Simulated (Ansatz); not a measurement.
This guess for ScCrC4N4 is about to be relaxed.

```cif
data_structure
_symmetry_space_group_name_H-M 'P-43m'
_symmetry_Int_Tables_number 215
_cell_length_a 6.0368
_cell_length_b 6.0368
_cell_length_c 6.0368
_cell_angle_alpha 90.000
_cell_angle_beta 90.000
_cell_angle_gamma 90.000
_cell_volume 220.00
loop_
_atom_site_label
_atom_site_type_symbol
_atom_site_symmetry_multiplicity
_atom_site_Wyckoff_symbol
_atom_site_fract_x
_atom_site_fract_y
_atom_site_fract_z
_atom_site_occupancy
Sc1 Sc 1 b 0.50000 0.50000 0.50000 1
Cr1 Cr 1 a 0.00000 0.00000 0.00000 1
C1 C 4 e 0.18535 0.18535 0.18535 1
N1 N 4 e 0.29725 0.29725 0.29725 1
```

Method: Ansatz 0.2.0, DFT PBE, scalar-relativistic, plane waves, PAW. Cutoff 420 eV, Gaussian smearing, Γ-centred meshes. Cell and atoms relax first on a coarse mesh and then on a converged one. In between, the cell is made exact in the group found at 0.06 Å. The steps can't lower the symmetry of their start. Collinear spin, starting moments Cr 3.0 μB.

A guess keeps its type if space group and coordination stay and the shape of the cell changes little (axis ratios within about 15 %, angles within 6°); the volume may change.

Question: Does it keep its structure type, or change into something else?

Answer: It keeps its type. The symmetry stays P-43m (No. 215). The volume per atom grows by 4.4 %, from 22.0 to 23.0 Å³. The shortest distance goes from 1.17 Å (C–N) to 1.18 Å (C–N). Counting neighbours within 15 % of an atom's shortest distance, the start has C 1, Cr 4, N 1, Sc 4 and the end C 1, Cr 4, N 1, Sc 4.

Energies over the elements count from the elements' standard structures at the same level (N₂ as a molecule), with no fitted energy shifts.

Question: At what energy does it end?

Answer: +0.056 eV/atom. It can't be a ground state, since the elements alone are lower.

The last run used collinear spin, a 6×6×6 mesh for its 10-atom cell and Gaussian smearing of 0.02 eV. The reference form of C is held partly by dispersion forces, which this level lacks. Another magnetic order may lie lower. A structure relaxed within its symmetry needn't be a true minimum.
